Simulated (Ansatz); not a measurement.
An Ansatz (an electronic-structure program) run. Input:

Ansatz 0.2 input:
```yaml
crystal:
  lattice:
    - [6.4619604932, 0.0, 0.0]
    - [0.0, 6.4619604932, 0.0]
    - [0.0, 0.0, 6.4619604932]
  atoms:
    - { symbol: Sb, position: [0.3745991043, 0.1254008957, 0.8745991043] }
    - { symbol: Sb, position: [0.6254008957, 0.8745991043, 0.1254008957] }
    - { symbol: Sb, position: [0.1254008957, 0.8745991043, 0.3745991043] }
    - { symbol: Sb, position: [0.8745991043, 0.1254008957, 0.6254008957] }
    - { symbol: Sb, position: [0.8745991043, 0.3745991043, 0.1254008957] }
    - { symbol: Sb, position: [0.1254008957, 0.6254008957, 0.8745991043] }
    - { symbol: Sb, position: [0.6254008957, 0.6254008957, 0.6254008957] }
    - { symbol: Sb, position: [0.3745991043, 0.3745991043, 0.3745991043] }
    - { symbol: Pt, position: [0.0, 0.5, 0.5] }
    - { symbol: Pt, position: [0.5, 0.5, 0.0] }
    - { symbol: Pt, position: [0.5, 0.0, 0.5] }
    - { symbol: Pt, position: [0.0, 0.0, 0.0] }
kpoints:
  mp_grid: { grid: [13, 13, 13] }
hamiltonian:
  xc: pbesol
  pseudopotentials: { kind: paw }
scf:
  occupations: { method: fermi_dirac, width: 0.1 }
elastic: { mode: relaxed_ion, stencil: two_point, amplitude: 0.005, f_tol: 0.0005 }
```

Output (shortened):

```
Pseudopotentials: kind: paw
Pseudopotential: Sb, paw, valence charge 15
Pseudopotential: Pt, paw, valence charge 18
Functional definition: PBEsol
Crystal: 12 atoms, lattice volume = 269.832 Å³
Basis set: ecut = 420 eV, 5257 PW (Γ), exchange–correlation on 90×90×90 points (8 copies of the dense FFT grid, shifted against one another)
Bands: 116, of which v1, the nominal top of the filled ones, is band 96 counted from 1 (95 counted from 0)
Symmetry: 24 space group operations
Space group: Pa-3 (ITA 205), of the structure as read, at distance tolerance 6.5e-5 Å
k-points: 119 of 2197
PAW frozen core: Sb, regenerated for the run's functional, and the local potential with it
PAW frozen core: Pt, regenerated for the run's functional, and the local potential with it
Initial wavefunctions: pseudopotential atomic-orbital guess
Eigensolver: davidson
Functional: x = pbesol(κ = 0.804, μ = 0.12345679012345678), c = pbesol(β = 0.046)
all-band conjugate gradients solve this SCF's bands
SCF 1 converged in 12 iterations: F = -100805.932441 eV  dr2 = 1.23e-14
relax step   1: F+E_penalty+E_count = -100805.93244112 eV  Δ(F+E_penalty+E_count) = +0.000e0 eV  max|allowed force component| = 1.235e-2 eV/Å  Δτ_max = 0.0000 Å  (12 SCF iters, accepted)
Crystal: 12 atoms, lattice volume = 269.832 Å³
Initial density: handed on by an earlier stage of this run
Initial wavefunctions: pseudopotential atomic-orbital guess (no wavefunctions were taken with the density)
SCF 2 converged in 14 iterations: F = -100805.931331 eV  dr2 = 8.51e-15
relax step   2: F+E_penalty+E_count = -100805.93133126 eV  Δ(F+E_penalty+E_count) = +1.110e-3 eV  max|allowed force component| = 3.787e-2 eV/Å  Δτ_max = 0.0062 Å  (14 SCF iters, rejected (line search))
density extrapolation: transplant  |δρ|_rms = 4.014e-2 e/Å³  SAD shift = 1.604e-2 e/Å³
Crystal: 12 atoms, lattice volume = 269.832 Å³
Initial wavefunctions: those handed on with the density
SCF 3 converged in 9 iterations: F = -100805.932569 eV  dr2 = 3.72e-14
relax step   3: F+E_penalty+E_count = -100805.93256881 eV  Δ(F+E_penalty+E_count) = -1.277e-4 eV  max|allowed force component| = 2.067e-4 eV/Å  Δτ_max = 0.0015 Å  (9 SCF iters, accepted)
Crystal: 12 atoms, lattice volume = 269.832 Å³
SCF 4 converged in 10 iterations: F = -100805.932569 eV  dr2 = 1.34e-15
Crystal: 12 atoms, lattice volume = 268.482 Å³
Basis set: ecut = 420 eV, 5233 PW (Γ), exchange–correlation on 90×90×90 points (8 copies of the dense FFT grid, shifted against one another)
Symmetry: 8 space group operations
k-points: 343 of 2197
SCF 5 converged in 13 iterations: F = -100805.926268 eV  dr2 = 2.13e-14
relax step   1: F+E_penalty+E_count = -100805.92626750 eV  Δ(F+E_penalty+E_count) = +0.000e0 eV  max|allowed force component| = 2.832e-2 eV/Å  Δτ_max = 0.0000 Å  (13 SCF iters, accepted)
density extrapolation: transplant  |δρ|_rms = 4.039e-2 e/Å³  SAD shift = 2.050e-2 e/Å³
Crystal: 12 atoms, lattice volume = 268.482 Å³
SCF 6 converged in 10 iterations: F = -100805.926858 eV  dr2 = 3.64e-14
relax step   2: F+E_penalty+E_count = -100805.92685834 eV  Δ(F+E_penalty+E_count) = -5.908e-4 eV  max|allowed force component| = 1.050e-2 eV/Å  Δτ_max = 0.0060 Å  (10 SCF iters, accepted)
density extrapolation: transplant  |δρ|_rms = 4.038e-2 e/Å³  SAD shift = 5.228e-3 e/Å³
Crystal: 12 atoms, lattice volume = 268.482 Å³
SCF 7 converged in 9 iterations: F = -100805.926938 eV  dr2 = 1.51e-14
relax step   3: F+E_penalty+E_count = -100805.92693754 eV  Δ(F+E_penalty+E_count) = -7.920e-5 eV  max|allowed force component| = 8.823e-5 eV/Å  Δτ_max = 0.0015 Å  (9 SCF iters, accepted)
Crystal: 12 atoms, lattice volume = 268.482 Å³
SCF 8 converged in 2 iterations: F = -100805.926938 eV  dr2 = 7.22e-15
Crystal: 12 atoms, lattice volume = 271.181 Å³
Basis set: ecut = 420 eV, 5313 PW (Γ), exchange–correlation on 90×90×90 points (8 copies of the dense FFT grid, shifted against one another)
SCF 9 converged in 13 iterations: F = -100805.927735 eV  dr2 = 4.63e-14
relax step   1: F+E_penalty+E_count = -100805.92773534 eV  Δ(F+E_penalty+E_count) = +0.000e0 eV  max|allowed force component| = 2.517e-2 eV/Å  Δτ_max = 0.0000 Å  (13 SCF iters, accepted)
density extrapolation: transplant  |δρ|_rms = 3.997e-2 e/Å³  SAD shift = 1.397e-2 e/Å³
Crystal: 12 atoms, lattice volume = 271.181 Å³
SCF 10 converged in 9 iterations: F = -100805.928328 eV  dr2 = 9.80e-14
relax step   2: F+E_penalty+E_count = -100805.92832804 eV  Δ(F+E_penalty+E_count) = -5.927e-4 eV  max|allowed force component| = 1.215e-3 eV/Å  Δτ_max = 0.0041 Å  (9 SCF iters, accepted)
density extrapolation: transplant  |δρ|_rms = 3.997e-2 e/Å³  SAD shift = 6.625e-4 e/Å³
Crystal: 12 atoms, lattice volume = 271.181 Å³
SCF 11 converged in 8 iterations: F = -100805.928329 eV  dr2 = 9.85e-15
relax step   3: F+E_penalty+E_count = -100805.92832924 eV  Δ(F+E_penalty+E_count) = -1.203e-6 eV  max|allowed force component| = 8.964e-6 eV/Å  Δτ_max = 0.0002 Å  (8 SCF iters, accepted)
Crystal: 12 atoms, lattice volume = 271.181 Å³
SCF 12 converged in 2 iterations: F = -100805.928329 eV  dr2 = 4.58e-15
Crystal: 12 atoms, lattice volume = 269.830 Å³
Basis set: ecut = 420 eV, 5269 PW (Γ), exchange–correlation on 90×90×90 points (8 copies of the dense FFT grid, shifted against one another)
Symmetry: 4 space group operations
k-points: 595 of 2197
SCF 13 converged in 14 iterations: F = -100805.931116 eV  dr2 = 5.67e-14
relax step   1: F+E_penalty+E_count = -100805.93111601 eV  Δ(F+E_penalty+E_count) = +0.000e0 eV  max|allowed force component| = 2.793e-2 eV/Å  Δτ_max = 0.0000 Å  (14 SCF iters, accepted)
density extrapolation: transplant  |δρ|_rms = 4.018e-2 e/Å³  SAD shift = 1.468e-2 e/Å³
Crystal: 12 atoms, lattice volume = 269.830 Å³
SCF 14 converged in 12 iterations: F = -100805.931414 eV  dr2 = 2.28e-14
relax step   2: F+E_penalty+E_count = -100805.93141386 eV  Δ(F+E_penalty+E_count) = -2.978e-4 eV  max|allowed force component| = 1.662e-2 eV/Å  Δτ_max = 0.0043 Å  (12 SCF iters, accepted)
density extrapolation: transplant  |δρ|_rms = 4.018e-2 e/Å³  SAD shift = 6.626e-3 e/Å³
Crystal: 12 atoms, lattice volume = 269.830 Å³
SCF 15 converged in 11 iterations: F = -100805.931518 eV  dr2 = 4.74e-14
relax step   3: F+E_penalty+E_count = -100805.93151838 eV  Δ(F+E_penalty+E_count) = -1.045e-4 eV  max|allowed force component| = 6.872e-3 eV/Å  Δτ_max = 0.0019 Å  (11 SCF iters, accepted)
density extrapolation: transplant  |δρ|_rms = 4.018e-2 e/Å³  SAD shift = 2.340e-3 e/Å³
Crystal: 12 atoms, lattice volume = 269.830 Å³
SCF 16 converged in 11 iterations: F = -100805.931543 eV  dr2 = 5.98e-15
relax step   4: F+E_penalty+E_count = -100805.93154340 eV  Δ(F+E_penalty+E_count) = -2.502e-5 eV  max|allowed force component| = 1.656e-4 eV/Å  Δτ_max = 0.0007 Å  (11 SCF iters, accepted)
Crystal: 12 atoms, lattice volume = 269.830 Å³
SCF 17 converged in 8 iterations: F = -100805.931543 eV  dr2 = 7.02e-14
Crystal: 12 atoms, lattice volume = 269.830 Å³
SCF 18 converged in 14 iterations: F = -100805.931116 eV  dr2 = 5.77e-14
relax step   1: F+E_penalty+E_count = -100805.93111601 eV  Δ(F+E_penalty+E_count) = +0.000e0 eV  max|allowed force component| = 2.793e-2 eV/Å  Δτ_max = 0.0000 Å  (14 SCF iters, accepted)
density extrapolation: transplant  |δρ|_rms = 4.018e-2 e/Å³  SAD shift = 1.024e-2 e/Å³
Crystal: 12 atoms, lattice volume = 269.830 Å³
SCF 19 converged in 11 iterations: F = -100805.931543 eV  dr2 = 8.07e-14
relax step   2: F+E_penalty+E_count = -100805.93154332 eV  Δ(F+E_penalty+E_count) = -4.273e-4 eV  max|allowed force component| = 5.908e-4 eV/Å  Δτ_max = 0.0030 Å  (11 SCF iters, accepted)
density extrapolation: transplant  |δρ|_rms = 4.018e-2 e/Å³  SAD shift = 1.335e-4 e/Å³
Crystal: 12 atoms, lattice volume = 269.830 Å³
SCF 20 converged in 8 iterations: F = -100805.931543 eV  dr2 = 3.04e-14
relax step   3: F+E_penalty+E_count = -100805.93154342 eV  Δ(F+E_penalty+E_count) = -9.839e-8 eV  max|allowed force component| = 2.857e-5 eV/Å  Δτ_max = 0.0000 Å  (8 SCF iters, accepted)
Crystal: 12 atoms, lattice volume = 269.830 Å³
SCF 21 converged in 7 iterations: F = -100805.931543 eV  dr2 = 4.41e-14
SCF converged after 10 iterations
Stability not checked: this state was not tested for a lower state beside it, because too few of the mixer's solves of this state at the end of the SCF gave a …
Free energy (F): -100805.932569 eV
Harris-Foulkes:  -100805.932569 eV  (|F-HF|=1.46e-11)
Internal energy: -100805.873283 eV  (E = F + TS)
E sigma→0 (E₀):  -100805.902926 eV
Entropy (-TS):   -0.059286 eV (-4.940 meV/atom)
Fermi energy:    14.278393 eV
--- Per-component energies (eV) ---
  E_band       = -2034.693474
  E_kinetic    = 4223.447987
  E_local      = -19726.570495  (includes V_loc(G=0)·N_el)
  E_nonlocal   = 3730.052739
  E_hartree    = 8435.745183
  E_xc         = -2149.034001
  E_vxc        = -1993.487403  (∫ρ·V_xc dr)
  E_paw        = -73275.112239  (= ΣΔE_a)
  E_vpaw       = -5139.627403  (= ΣTr[D̂ρ^β])
  E_aug_tail   = 0.000736  (compensation charges beyond the density's cutoff)
  E_ewald      = -22048.205974
  E_core_change = 3.802781  (= ΣΔE_core)
  E_smearing   = -0.059286  (= −TS)
  E_closure    = 0.000000  (closes the sum)
  Σ components = -100805.932569   (vs F -100805.932569, Δ=0.00e0)
--- Forces (eV/Å), atoms counted from 1 ---
  atom   1  Sb     0.00020669    -0.00020669     0.00020669
  atom   2  Sb    -0.00020669     0.00020669    -0.00020669
  atom   3  Sb    -0.00020669     0.00020669     0.00020669
  atom   4  Sb     0.00020669    -0.00020669    -0.00020669
  atom   5  Sb     0.00020669     0.00020669    -0.00020669
  atom   6  Sb    -0.00020669    -0.00020669     0.00020669
  atom   7  Sb    -0.00020669    -0.00020669    -0.00020669
  atom   8  Sb     0.00020669     0.00020669     0.00020669
  atom   9  Pt     0.00000000     0.00000000     0.00000000
  atom  10  Pt     0.00000000     0.00000000     0.00000000
  atom  11  Pt     0.00000000     0.00000000     0.00000000
  atom  12  Pt     0.00000000     0.00000000     0.00000000
  max |Σ_I F_I| component: 1.62e-17 eV/Å
--- Stress (GPa, compression-positive) ---
        0.076644       0.000000       0.000000
        0.000000       0.076644       0.000000
        0.000000       0.000000       0.076644
  P = ⅓ Tr σ = 0.0766 GPa (0.766 kbar)
  The stress holds the Pulay correction. Without it, at fixed plane waves, as pw.x and ABINIT print it: P = 0.0176 GPa
  The stress includes an estimate of the error left by incomplete SCF convergence (largest component  0.0000 GPa; it does not cover the PAW one-centre terms).
--- Band table (eV; the first three rows and the last of 119) ---
  k-point 0: bands = ["-84.7581", "-84.7581", "-84.7581", "-84.7581", "-38.9882", "-38.9882", "-38.9882", "-38.9877", "-38.9877", "-38.9876", "-38.9876", "-38.9876", "-38.8541", "-38.8540", "-38.8540", "-38.8540", "-14.8417", "-14.8417", "-14.8417", …
  k-point 1: bands = ["-84.7581", "-84.7581", "-84.7581", "-84.7581", "-38.9882", "-38.9882", "-38.9882", "-38.9877", "-38.9877", "-38.9876", "-38.9876", "-38.9876", "-38.8542", "-38.8540", "-38.8540", "-38.8540", "-14.8416", "-14.8416", "-14.8415", …
  k-point 2: bands = ["-84.7581", "-84.7581", "-84.7581", "-84.7581", "-38.9882", "-38.9882", "-38.9882", "-38.9877", "-38.9877", "-38.9877", "-38.9877", "-38.9876", "-38.8541", "-38.8540", "-38.8540", "-38.8540", "-14.8415", "-14.8414", "-14.8409", …
  k-point 118: bands = ["-84.7581", "-84.7581", "-84.7581", "-84.7581", "-38.9881", "-38.9881", "-38.9881", "-38.9881", "-38.9876", "-38.9876", "-38.9876", "-38.9876", "-38.8540", "-38.8540", "-38.8540", "-38.8540", "-14.8357", "-14.8357", "-14.8357", …
  band table: 116 of 116 bands, residual norms ≤ 1.0e-3 eV
--- Elastic constants: 2 strain directions × 2 members + reference (group order 24) ---
  dense FFT box of the reference and of every strained cell: 45×45×45
  strains applied: 11, 23; error gains: componentwise 1.00 (the most a stress slope's error grows in a printed constant), spectral 1.73 (1 for all six strains …
  reference relaxed by the batch: 3 steps …
  largest displacement 1.5e-3 Å; the constants are those of the deck's cell at these positions:
  atoms:
    - { symbol: Sb, position: [0.37446321116730685, 0.12553678883269315, 0.8744632111673069] }
    - { symbol: Sb, position: [0.6255367888326933, 0.8744632111673069, 0.12553678883269315] }
    - { symbol: Sb, position: [0.12553678883269315, 0.8744632111673069, 0.37446321116730685] }
    - { symbol: Sb, position: [0.8744632111673069, 0.12553678883269315, 0.6255367888326933] }
    - { symbol: Sb, position: [0.8744632111673069, 0.37446321116730685, 0.12553678883269315] }
    - { symbol: Sb, position: [0.12553678883269315, 0.6255367888326933, 0.8744632111673069] }
    - { symbol: Sb, position: [0.6255367888326933, 0.6255367888326933, 0.6255367888326933] }
    - { symbol: Sb, position: [0.37446321116730685, 0.37446321116730685, 0.37446321116730685] }
    - { symbol: Pt, position: [0.0, 0.5, 0.5] }
    - { symbol: Pt, position: [0.5, 0.5, 0.0] }
    - { symbol: Pt, position: [0.5, 0.0, 0.5] }
    - { symbol: Pt, position: [0.0, 0.0, 0.0] }
  C = ∂σ_k/∂η_j (tension-positive GPa; Voigt order 11 22 33 23 13 12):
       234.269     63.452     63.454      0.000      0.000      0.000
        63.454    234.269     63.452      0.000      0.000      0.000
        63.452     63.454    234.269      0.000      0.000      0.000
         0.000      0.000      0.000     48.620      0.000      0.000
         0.000      0.000      0.000      0.000     48.620      0.000
         0.000      0.000      0.000      0.000      0.000     48.620
  reference stress σ⁰ (GPa):     -0.077     -0.077     -0.077      0.000      0.000      0.000
  moduli (Voigt/Reuss/Hill, GPa): K = 120.39/120.39/120.39   G = 63.34/58.74/61.04   E = 156.64   ν = 0.283
  mechanically stable: yes (min eigenvalue of sym C = 48.62 GPa)
  strain η (Voigt 11):  stress-route row diagonal C_11 = 234.27 GPa, energy-path curvature d²(F+E_count+ΔE)/dδ²/Ω₀ = 234.29 GPa
         δ    σ_11 (GPa)             F (eV)   n_scf  n_hpsi   n_pw
    -5.000e-3      -1.2658     -100805.9269375       2  284170   5271   relax 3 steps, max|allowed force component| 8.82e-5 eV/Å
     5.000e-3       1.0769     -100805.9283292       2  284036   5331   relax 3 steps, max|allowed force component| 8.96e-6 eV/Å
  strain η (Voigt 23):  stress-route row diagonal C_44 = 48.62 GPa, energy-path curvature d²(F+E_count+ΔE)/dδ²/Ω₀ = 48.67 GPa
         δ    σ_23 (GPa)             F (eV)   n_scf  n_hpsi   n_pw
    -5.000e-3      -0.2431     -100805.9315434       8  955879   5314   relax 4 steps, max|allowed force component| 1.66e-4 eV/Å
     5.000e-3       0.2431     -100805.9315434       7  972042   5314   relax 3 steps, max|allowed force component| 2.86e-5 eV/Å
```

Cost: very roughly 4 core-hours on shared cores.

Symmetry was held in the PBEsol relaxation. No spin polarisation was allowed. As this level gives no gap, shear constants depend on the k-mesh and smearing (Fermi–Dirac, 0.1 eV here). Spin–orbit coupling is left out wherever it is not named.

Potentials: the later of the program's two PAW sets.

Ansatz is a plane-wave DFT program.
